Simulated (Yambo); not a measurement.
Yambo run on Be$_{2}$C (space group Fm-3m, No. 225). The wavefunctions are LDA (Quantum ESPRESSO, PseudoDojo norm-conserving, 88 Ry, no spin-orbit coupling) ones on a 6×6×6 mesh (6 occupied bands); a = b = c = 3.0199 Å, α = β = γ = 60.00°.

Yambo input:

```
rim_cut
gw0
dyson
el_el_corr
HF_and_locXC
ppa
em1d
RandQpts= 1000000
RandGvec= 1 Ry
EXXRLvcs= 88 Ry
VXCRLvcs= 352 Ry
Chimod= "HARTREE"
% BndsRnXp
 3 | 76 |
%
NGsBlkXp= 14 Ry
% LongDrXp
 1.0 | 1.0 | 1.0 |
%
PPAPntXp= 27.2114 eV
% GbndRnge
 1 | 25 |
%
GTermKind= "BG"
DysSolver= "n"
ExtendOut
% QPkrange
 1 | 1 | 6 | 7 |
 13 | 13 | 7 | 7 |
%
```

k points by index: 1 = Γ, 13 = X.

Resulting energies as the program prints them:

```
#    K-point    Band    Eo [eV]    E [eV]    E-Eo [eV]    Vxc [eV]    Vnlxc [eV]    Sc|Eo [eV]    Sc|E [eV]    dSc/dw|Eo [eV]    Re(Z)    Im(Z)
#
    1    6    0.000000    -0.567406    -0.567406    -15.11326    -17.05787    1.243350    1.377206    -6.418789    0.809135    -0.001021
    1    7    4.126288    5.050671    0.924384    -12.45788    -7.096273    -4.248305    -4.437220    -5.560617    0.830323    -0.001019
    13    7    1.212199    1.574264    0.362066    -11.50385    -7.133985    -3.933802    -4.007801    -5.560299    0.830331    -0.946519E-3
```
(The two width columns are left out.) Convergence of these settings isn't established.

Geometry relaxed with LDA.
